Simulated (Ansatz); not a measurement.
Trial structure of FeNi₂, not yet relaxed:

```yaml
crystal:
  lattice:
    - [3.71702, 0.00000, 0.00000]
    - [0.00000, 3.71702, 0.00000]
    - [0.00000, 0.00000, 2.68518]
  atoms:
    - { symbol: Fe, position: [0.50000, 0.50000, 0.50000] }
    - { symbol: Ni, position: [0.00000, 0.50000, 0.00000] }
    - { symbol: Ni, position: [0.50000, 0.00000, 0.00000] }
```

Theory: DFT PBE, scalar-relativistic, plane waves, PAW in Ansatz. Settings: cutoff 420 eV, Γ-centred mesh 6×6×6 on the computed 3-atom cell, Gaussian smearing of 0.10 eV; collinear spin from starting moments 4.0 2.0 2.0 μB.

Formation energies are uncorrected and refer to the elements' standard structures at the same level.

Question: How far from equilibrium is it?

Answer: The pressure is 15.1 GPa (the mean over three directions, positive in compression), the largest force is 0.00 eV/Å (symmetry fixes the atoms), and the energy is +0.50 eV/atom against the elements. The shortest distance is 2.29 Å.

Question: How much does it gain on relaxing, and where does it end?

Answer: Relaxing gains under 0.1 eV/atom (the start's value is from the coarse mesh, so the gain is rough) in 15 ionic steps and ends at +0.44 eV/atom on the finer mesh. The symmetry stays P4/mmm (No. 123). The volume per atom grows by 9.6 %, from 12.4 to 13.5 Å³. The shortest distance goes from 2.29 Å (Fe–Ni) to 2.36 Å (Fe–Ni). Conventional cell: a = 3.858 Å, c = 2.731 Å. Around Fe lie 8 Ni at 2.36 Å and 2 Fe at 2.73 Å; Ni has 4 Fe at 2.36 Å and 6 Ni at 2.73 Å.

The last run used collinear spin, a 12×12×18 mesh (in the run's order of axes) for its 3-atom cell and Gaussian smearing of 0.10 eV. Another magnetic order may lie lower. The relaxation can't lower the symmetry of the start. A structure relaxed within its symmetry needn't be a true minimum. Another cell of FeNi2 relaxed alike, in Fd-3m (a Materials Project cell), lies 0.33 eV/atom lower, so this cell isn't the stable form at this level.
